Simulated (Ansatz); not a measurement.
Harmonic vibrational thermodynamics of Mg2Si (fluorite or antifluorite type, space group No. 225) at fixed volume, plane-wave PAW LDA (Ansatz code). The rows extrapolate the 0 K crystal and know nothing of melting or changes of phase.

| T (K) | F_vib (meV/atom) | S (J/K per mol of atoms) | C_V (J/K per mol of atoms) |
|---|---|---|---|
| 50 | 42.1 | 1.1 | 3.2 |
| 100 | 40.4 | 5.9 | 11.5 |
| 200 | 28.4 | 17.0 | 19.8 |
| 300 | 6.2 | 25.6 | 22.4 |
| 400 | -23.9 | [?] | [?] |
| 600 | -101.4 | [?] | [?] |
| 800 | -195.9 | 48.9 | 24.6 |
| 1000 | [?] | [?] | 24.7 |

Task: Some entries are withheld; supply them.

Result: 
- 600, C_V (J/K per mol of atoms): 24.3
- 600, S (J/K per mol of atoms): 41.9
- 400, C_V (J/K per mol of atoms): 23.5
- 400, S (J/K per mol of atoms): 32.2
- 1000, F_vib (meV/atom): -303.2
- 1000, S (J/K per mol of atoms): 54.4

Space group Fm-3m (fluorite or antifluorite type). The LDA relaxation kept the symmetry of its start; phonons on a q-mesh show no instability.

Potentials: the later of the program's two PAW sets.
